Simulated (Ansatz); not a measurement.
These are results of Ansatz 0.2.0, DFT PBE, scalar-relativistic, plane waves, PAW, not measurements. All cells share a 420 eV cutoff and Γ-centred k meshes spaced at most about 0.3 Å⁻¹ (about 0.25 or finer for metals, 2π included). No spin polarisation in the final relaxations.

Temperature and zero-point effects are left out.

Two forms of Cu3O were relaxed alike.

A.

Space group P6/mmm (No. 191). a = 4.780 Å, b = 4.780 Å, c = 2.404 Å, α = 90.00°, β = 90.00°, γ = 120.00°
```tsv
atom	site	symmetry	x	y	z
Cu	3g	mmm	0.5000	0.0000	0.5000
O	1a	6/mmm	0.0000	0.0000	0.0000
```

B.

Space group Fm-3m (No. 225). a = 5.633 Å, b = 5.633 Å, c = 5.633 Å, α = 90.00°, β = 90.00°, γ = 90.00°
```
atom  site  symmetry       x       y       z
  Cu    8c      -43m  0.2500  0.7500  0.7500
  Cu    4b      m-3m  0.5000  0.0000  0.0000
   O    4a      m-3m  0.0000  0.0000  0.0000
```

Question: Which is lower in energy, and by how much?

Answer: B is lower, by 0.35 eV/atom. A has space group P6/mmm (No. 191), 11.9 Å³/atom and no gap on its mesh; B has the BiF3 (D0_3) type, space group Fm-3m (No. 225), 11.2 Å³/atom and no gap. Counting Cu atoms around O (those within 1.25 times the shortest such distance or 1.15 times the sum of covalent radii; a plus sign parts nearer from farther groups; the shortest distance is added where it is long for a bond), A has O 12 from 2.7 Å and B has O 8+6 from 2.4 Å. The denser one is the lower, and pressure would at first widen the difference. Even the lower one lies +0.27 eV/atom against the reference forms of the elements (uncorrected), so neither is stable at this level. In A, Cu has 6 Cu at 2.39–2.40 Å and 4 O at 2.68 Å; around O lie 2 O at 2.40 Å and 12 Cu at 2.68 Å. In B, Cu on a site of symmetry -43m is surrounded by 4 Cu at 2.44 Å, 4 O at 2.44 Å and 6 Cu at 2.82 Å; Cu on a site of symmetry m-3m is surrounded by 8 Cu at 2.44 Å and 6 O at 2.82 Å; O has 8 Cu at 2.44 Å and 6 Cu at 2.82 Å. Both come from invented guesses. A third cell relaxed alike, in Pm-3m, lies 69 meV/atom below the lower of the two.

In P6/mmm, Fm-3m an odd number of electrons in the primitive cell allows no gap without spin; a larger cell or a magnetic state could open one. No Hubbard U is applied to the 3d shell of Cu. Cells relaxed within their symmetry can be saddle points.
